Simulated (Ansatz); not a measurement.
# Ga3SbAs2: stable or not

The cell was found from a structure generator's guess, not taken from experiment.

Computed with Ansatz 0.2.0, DFT PBE, scalar-relativistic, plane waves, PAW. Cutoff 420 eV, Γ-centred 12×12×12 mesh (6-atom cell), Gaussian smearing of 0.10 eV, no spin polarisation.

```cif
data_structure
_symmetry_space_group_name_H-M 'I-4m2'
_symmetry_Int_Tables_number 119
_cell_length_a 4.1757
_cell_length_b 4.1757
_cell_length_c 17.7114
_cell_angle_alpha 90.000
_cell_angle_beta 90.000
_cell_angle_gamma 90.000
_cell_volume 308.82
loop_
_atom_site_label
_atom_site_type_symbol
_atom_site_symmetry_multiplicity
_atom_site_Wyckoff_symbol
_atom_site_fract_x
_atom_site_fract_y
_atom_site_fract_z
_atom_site_occupancy
Ga1 Ga 4 e 0.50000 0.50000 0.15884 1
Ga2 Ga 2 a 0.00000 0.00000 0.00000 1
Sb1 Sb 2 c 0.00000 0.50000 0.25000 1
As1 As 4 f 0.50000 0.00000 0.42062 1
```

The zero of energy is the elements' standard structures at the same level; no fitted shifts are applied.

Question: These tests were run: energy against the elements; random kick, then relaxation without symmetry; phonons at Γ. What do they show?

Answer:

```csv
test,result
energy against the elements,−0.26 eV/atom
"random kick, then relaxation without symmetry",returns
phonons at Γ,lowest optical mode 58 cm⁻¹
```

It fails none of these tests. Whether a mixture of other phases lies lower isn't tested here. Phonons away from Γ weren't computed.

Spin–orbit coupling, which can matter for Sb, is left out. The reference form of As is held partly by dispersion forces, which this level lacks. The kick test ran on a coarse mesh. The run for the phonons used a 12×12×12 k mesh and Fermi–Dirac smearing of 0.15 eV.
